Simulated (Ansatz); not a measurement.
TlCl$_{3}$ in space group C2/m (No. 12; Tl on 4g, Cl on 8j, Cl on 4i), the program Ansatz at the LDA level (PAW), all energies at zero smearing, with the estimated change up to a 700 eV cutoff added, with one set of potentials and settings (totals compare only within such a set). Cell of 8 atoms (2 Tl, 6 Cl): -28562.716 eV.

```json
[
 {"element": "Tl", "reference phase": "P6_3/mmc, 2 atoms in the cell", "E (eV/atom)": "-11146.5895"},
 {"element": "Cl", "reference phase": "Cmce, 4 atoms in the cell", "E (eV/atom)": "-1044.0601"}
]
```

Formation energy per atom, worked out: (-28562.716 − 2×(-11146.5895) − 6×(-1044.0601))/8 = -0.647 eV/atom (-62 kJ per mol of atoms), at 0 K, without zero-point energy or fitted corrections.

The first step of the workflow began from a Materials Project structure, measured or hypothetical; the Crystallography Open Database copy checked does not list it. Its standing as an ambient phase is unchecked. The LDA relaxation kept the symmetry of its start; whether a distortion lowers the energy is not shown. A crystal of weakly bound layers computed without a dispersion correction: the cell and the soft elastic constants depend strongly on that. The references are the lowest solids computed at this level, not always the standard phases (solids in place of the gases). Spin–orbit coupling is left out wherever it is not named.

Potentials: the later of the program's two PAW sets.
